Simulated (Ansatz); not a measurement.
Method: DFT LDA, scalar-relativistic, plane waves, PAW (Ansatz).

Structure of SiO2:

```yaml
crystal:
  lattice:
    - [4.51925, -5.05824, 0.00000]
    - [4.51925, 5.05824, 0.00000]
    - [0.00000, 0.00000, 8.92485]
  atoms:
    - { symbol: Si, position: [0.30506, 0.03446, 0.90783] }
    - { symbol: Si, position: [0.46554, 0.19494, 0.59217] }
    - { symbol: Si, position: [0.03446, 0.30506, 0.09217] }
    - { symbol: Si, position: [0.19494, 0.46554, 0.40783] }
    - { symbol: Si, position: [0.96554, 0.69494, 0.90783] }
    - { symbol: Si, position: [0.69494, 0.96554, 0.09217] }
    - { symbol: Si, position: [0.80506, 0.53446, 0.59217] }
    - { symbol: Si, position: [0.53446, 0.80506, 0.40783] }
    - { symbol: O, position: [0.82193, 0.82193, 0.00000] }
    - { symbol: O, position: [0.63532, 0.86468, 0.25000] }
    - { symbol: O, position: [0.67807, 0.67807, 0.50000] }
    - { symbol: O, position: [0.32407, 0.67593, 0.37995] }
    - { symbol: O, position: [0.13532, 0.36468, 0.25000] }
    - { symbol: O, position: [0.86468, 0.63532, 0.75000] }
    - { symbol: O, position: [0.17807, 0.17807, 0.00000] }
    - { symbol: O, position: [0.36468, 0.13532, 0.75000] }
    - { symbol: O, position: [0.00000, 0.50000, 0.00000] }
    - { symbol: O, position: [0.17593, 0.82407, 0.87995] }
    - { symbol: O, position: [0.67593, 0.32407, 0.62005] }
    - { symbol: O, position: [0.82407, 0.17593, 0.12005] }
    - { symbol: O, position: [0.32193, 0.32193, 0.50000] }
    - { symbol: O, position: [0.50000, 0.00000, 0.00000] }
    - { symbol: O, position: [0.00000, 0.50000, 0.50000] }
    - { symbol: O, position: [0.50000, 0.00000, 0.50000] }
```

Cutoff 420 eV; k points 4×4×4 on the computed 24-atom cell (Γ-centred); Gaussian smearing, width 0.02 eV; no spin polarisation.

Levels along Γ–Y–C0 | Σ0–Γ–Z–A0 | E0–T–Y | Γ–S–R–Z–T, in eV from a zero inside the gap, sorted by energy at each point. Points in fractions of the primitive reciprocal vectors: Γ (0.000 0.000 0.000), Y (-0.500 0.500 0.000), C0 (-0.450 0.550 0.000), Σ0 (0.450 0.450 0.000), Z (0.000 0.000 0.500), A0 (0.450 0.450 0.500), E0 (-0.450 0.550 0.500), T (-0.500 0.500 0.500), S (0.000 0.500 0.000), R (0.000 0.500 0.500).
| point | k (1/Å, with 2π) | band 61 | band 62 | band 63 | band 64 | band 65 | band 66 | band 67 |
| --- | --- | --- | --- | --- | --- | --- | --- | --- |
| Γ | 0.000 | -3.39 | -3.21 | -2.76 | -2.69 | 2.69 | 4.94 | 5.03 |
| - | 0.124 | -3.32 | -3.14 | -2.81 | -2.69 | 2.78 | 5.03 | 5.08 |
| - | 0.248 | -3.20 | -3.06 | -2.94 | -2.71 | 3.06 | 5.23 | 5.26 |
| - | 0.373 | -3.03 | -3.02 | -2.98 | -2.72 | 3.47 | 5.12 | 5.13 |
| - | 0.497 | -3.03 | -2.96 | -2.82 | -2.72 | 4.00 | 4.96 | 5.03 |
| Y | 0.621 | -3.04 | -2.94 | -2.76 | -2.72 | 4.57 | 4.62 | 4.90 |
| - | 0.635 | -3.04 | -2.94 | -2.76 | -2.72 | 4.57 | 4.62 | 4.86 |
| - | 0.649 | -3.04 | -2.94 | -2.76 | -2.73 | 4.57 | 4.63 | 4.80 |
| - | 0.663 | -3.04 | -2.94 | -2.76 | -2.73 | 4.57 | 4.63 | 4.73 |
| - | 0.677 | -3.04 | -2.94 | -2.76 | -2.74 | 4.58 | 4.63 | 4.66 |
| C0 | 0.691 | -3.04 | -2.94 | -2.76 | -2.75 | 4.59 | 4.59 | 4.64 |
| Σ0 | 0.691 | -3.04 | -2.94 | -2.76 | -2.75 | 4.59 | 4.59 | 4.64 |
| - | 0.816 | -3.09 | -3.00 | -2.88 | -2.77 | 4.00 | 4.74 | 4.74 |
| - | 0.941 | -3.16 | -3.12 | -3.08 | -2.77 | 3.48 | 4.93 | 4.99 |
| - | 1.066 | -3.23 | -3.21 | -2.92 | -2.76 | 3.06 | 5.10 | 5.17 |
| - | 1.191 | -3.33 | -3.21 | -2.76 | -2.75 | 2.78 | 4.99 | 5.07 |
| Γ | 1.316 | -3.39 | -3.21 | -2.76 | -2.69 | 2.69 | 4.94 | 5.03 |
| - | 1.387 | -3.36 | -3.18 | -2.77 | -2.70 | 2.72 | 4.64 | 5.33 |
| - | 1.457 | -3.29 | -3.12 | -2.81 | -2.72 | 2.81 | 4.30 | 5.59 |
| - | 1.527 | -3.21 | -3.04 | -2.86 | -2.76 | 2.96 | 3.98 | 5.65 |
| - | 1.598 | -3.12 | -2.98 | -2.92 | -2.81 | 3.15 | 3.67 | 5.70 |
| Z | 1.668 | -3.03 | -3.03 | -2.87 | -2.87 | 3.40 | 3.40 | 5.75 |
| - | 1.793 | -3.04 | -3.04 | -2.91 | -2.91 | 3.48 | 3.48 | 5.66 |
| - | 1.918 | -3.07 | -3.07 | -2.99 | -2.99 | 3.71 | 3.71 | 5.47 |
| - | 2.043 | -3.13 | -3.13 | -3.01 | -3.01 | 4.07 | 4.07 | 5.29 |
| - | 2.168 | -3.03 | -3.03 | -3.01 | -3.01 | 4.54 | 4.54 | 5.10 |
| A0 | 2.293 | -3.07 | -3.07 | -2.94 | -2.94 | 4.95 | 4.95 | 5.08 |
| E0 | 2.293 | -3.07 | -3.07 | -2.94 | -2.94 | 4.95 | 4.95 | 5.08 |
| - | 2.307 | -3.07 | -3.07 | -2.94 | -2.94 | 4.95 | 4.95 | 5.09 |
| - | 2.321 | -3.08 | -3.08 | -2.93 | -2.93 | 4.95 | 4.95 | 5.09 |
| - | 2.335 | -3.08 | -3.08 | -2.93 | -2.93 | 4.94 | 4.94 | 5.09 |
| - | 2.349 | -3.09 | -3.09 | -2.93 | -2.93 | 4.94 | 4.94 | 5.09 |
| T | 2.363 | -3.09 | -3.09 | -2.93 | -2.93 | 4.94 | 4.94 | 5.09 |
| - | 2.434 | -3.06 | -2.99 | -2.95 | -2.88 | 4.84 | 4.85 | 5.19 |
| - | 2.504 | -3.04 | -2.95 | -2.90 | -2.82 | 4.72 | 4.75 | 5.12 |
| - | 2.575 | -3.04 | -2.94 | -2.83 | -2.77 | 4.64 | 4.68 | 5.00 |
| - | 2.645 | -3.04 | -2.94 | -2.78 | -2.73 | 4.58 | 4.64 | 4.92 |
| Y | 2.715 | -3.04 | -2.94 | -2.76 | -2.72 | 4.57 | 4.62 | 4.90 |
| Γ | 2.715 | -3.39 | -3.21 | -2.76 | -2.69 | 2.69 | 4.94 | 5.03 |
| - | 2.809 | -3.35 | -3.19 | -2.77 | -2.71 | 2.74 | 4.98 | 5.05 |
| - | 2.902 | -3.27 | -3.15 | -2.81 | -2.77 | 2.90 | 5.06 | 5.12 |
| - | 2.995 | -3.20 | -3.13 | -2.87 | -2.86 | 3.15 | 4.71 | 5.23 |
| - | 3.088 | -3.16 | -3.13 | -2.97 | -2.94 | 3.48 | 4.28 | 5.38 |
| S | 3.182 | -3.14 | -3.14 | -3.00 | -3.00 | 3.86 | 3.86 | 5.52 |
| - | 3.252 | -3.14 | -3.14 | -3.00 | -3.00 | 3.88 | 3.88 | 5.37 |
| - | 3.322 | -3.14 | -3.14 | -3.00 | -3.00 | 3.95 | 3.95 | 5.12 |
| - | 3.393 | -3.13 | -3.13 | -3.00 | -3.00 | 4.05 | 4.05 | 4.88 |
| - | 3.463 | -3.13 | -3.13 | -3.00 | -3.00 | 4.20 | 4.20 | 4.65 |
| R | 3.534 | -3.13 | -3.13 | -3.00 | -3.00 | 4.30 | 4.30 | 4.51 |
| - | 3.627 | -3.15 | -3.15 | -2.97 | -2.97 | 4.06 | 4.06 | 4.79 |
| - | 3.720 | -3.14 | -3.14 | -2.92 | -2.92 | 3.78 | 3.78 | 5.15 |
| - | 3.813 | -3.10 | -3.10 | -2.89 | -2.89 | 3.57 | 3.57 | 5.48 |
| - | 3.906 | -3.05 | -3.05 | -2.88 | -2.88 | 3.44 | 3.44 | 5.70 |
| Z | 4.000 | -3.03 | -3.03 | -2.87 | -2.87 | 3.40 | 3.40 | 5.75 |
| - | 4.124 | -3.10 | -3.10 | -2.85 | -2.85 | 3.48 | 3.48 | 5.69 |
| - | 4.248 | -3.19 | -3.19 | -2.83 | -2.83 | 3.71 | 3.71 | 5.57 |
| - | 4.372 | -3.22 | -3.22 | -2.84 | -2.84 | 4.06 | 4.06 | 5.45 |
| - | 4.497 | -3.15 | -3.15 | -2.89 | -2.89 | 4.51 | 4.51 | 5.36 |
| T | 4.621 | -3.09 | -3.09 | -2.93 | -2.93 | 4.94 | 4.94 | 5.09 |

This form isn't the usual stable structure of the compound.

Cost: 1 run of about 13 core-minutes, on Intel Xeon Processor @ 2.50GHz (Skylake/Cascade Lake) (shared hosts).